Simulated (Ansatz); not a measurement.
SiO2 in space group P4_32_12 (No. 96; Si on 4a, O on 8b), r²SCAN (plane waves, PAW; program Ansatz). The conduction-band minimum lies at Γ, with 1 equivalent valley. Second derivatives d²E/dk² of the lowest band at one valley (eV·Å²), along Cartesian directions:

```csv
direction,d²E/dk²
[100],14.24
[010],14.24
[001],14.48
[110],14.24
[101],14.36
[011],14.36
```

**Question.** Find the principal effective masses, the density-of-states mass and the conductivity mass.

**Answer.** Off-diagonal terms follow from H_xy = H[110] − (H_xx + H_yy)/2, and m*/mₑ = 7.620 eV·Å² over each eigenvalue: 0.53, 0.54, 0.54. One valley's DOS mass (m₁m₂m₃)^(1/3) = 0.53, conductivity mass 3/(Σ 1/mᵢ) = 0.53 mₑ.

**Question.** What effective density of states Nc follows at 300 K for parabolic valleys?

**Answer.** Nc = 2.509e19 × 1 × (0.53)^(3/2) ≈ 9.7e18 cm⁻³.

**Question.** With the computed static dielectric constant 3.93 (mean of the diagonal), estimate a hydrogenic donor's binding energy and radius.

**Answer.** E = 13.606 eV × 0.53/3.93² ≈ 470 meV; a = 0.529 Å × ε/m* ≈ 3.9 Å. Semilocal masses tend to be too small where the gap is.

The workflow started from a Materials Project entry (that database holds measured and hypothetical structures alike); the Crystallography Open Database files this formula in space group No. 96, but the cells were not matched. It is not the phase usual at ambient conditions (space group No. 92, 152, 154). The cell was relaxed with r²SCAN under the symmetry of its start; of distortions, only those at the zone centre were tested.

Potentials: the earlier of the program's two PAW sets.
